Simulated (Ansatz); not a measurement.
LuBPd₃ (cubic perovskite, Pm-3m) at seven volumes, DFT-PBEsol in the program Ansatz with PAW potentials, scaled uniformly. One row is withheld.

| V (Å³/atom) | P (GPa) |
|---|---|
| 13.744 | ? |
| 14.198 | 11.93 |
| 14.651 | 5.45 |
| 15.104 | -0.01 |
| 15.557 | -4.62 |
| 16.010 | -8.50 |
| 16.463 | -11.78 |

**Question.** Fit the shown pressures and predict the withheld one.

**Answer.** P = (3/2)B₀(x^(7/2) − x^(5/2))[1 + (3/4)(B′ − 4)(x − 1)] with x = (V₀/V)^(2/3). Least squares on the six rows gives V₀ = 15.103 Å³/atom, B₀ = 167 GPa, B′ = 4.68. At V = 13.744, x = 1.0649 and P = 19.65 GPa. The run itself gave 19.61 GPa.

The workflow started from an entry of the Crystallography Open Database (COD). Whether it is the stable phase at ambient conditions was not checked. Symmetry was held in the PBEsol relaxation; of distortions, only those at the zone centre were tested. The run is not spin-polarised. Scalar-relativistic: spin–orbit coupling is off unless named, which matters more the heavier the elements.

Potentials: the later of the program's two PAW sets.
